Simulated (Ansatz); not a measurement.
Given:

HfO₂:
```cif
data_Hf4O8
_chemical_formula_sum 'Hf4 O8'
_space_group_name_H-M_alt 'P21/c'
_space_group_IT_number 14
_space_group_name_Hall '-P 2ybc'
_cell_length_a 5.04735
_cell_length_b 5.13989
_cell_length_c 5.21597
_cell_angle_alpha 90.000
_cell_angle_beta 99.582
_cell_angle_gamma 90.000
loop_
_atom_site_label
_atom_site_type_symbol
_atom_site_symmetry_multiplicity
_atom_site_Wyckoff_symbol
_atom_site_fract_x
_atom_site_fract_y
_atom_site_fract_z
_atom_site_occupancy
Hf1 Hf 4 e 0.27778 0.04275 0.20833 1
O1 O 4 e 0.07287 0.34079 0.33781 1
O2 O 4 e 0.55373 0.25850 0.01873 1
```

This is the LDA-relaxed structure.

Problem. All from the program Ansatz at the LDA level (PAW), unless another level is named. Predict the formation energy from the elements (no fitted shifts).

Solution. -3.68 eV/atom.

Problem. What about the hole effective mass?

Solution. 1.8, 2.9, 15 mₑ (principal values).

Problem. Predict the band gap.

Solution. 3.94 eV (indirect).

Problem. Predict the weight of the conduction-edge state by species (Voronoi cells).

Solution. Hf 58 %, O 42 %.

Problem. Next, the weight of the valence-edge state by species (Voronoi cells)?

Solution. O 98 %.

Problem. Predict the valence-band maximum.

Solution. at Γ.

Space group P2_1/c. Symmetry was held in the LDA relaxation; of distortions, only those at the zone centre were tested. The run is not spin-polarised. The references are the lowest solids computed at this level, not always the standard phases (solids in place of the gases). Scalar-relativistic: spin–orbit coupling is off unless named, which matters more the heavier the elements.

Potentials: the later of the program's two PAW sets.
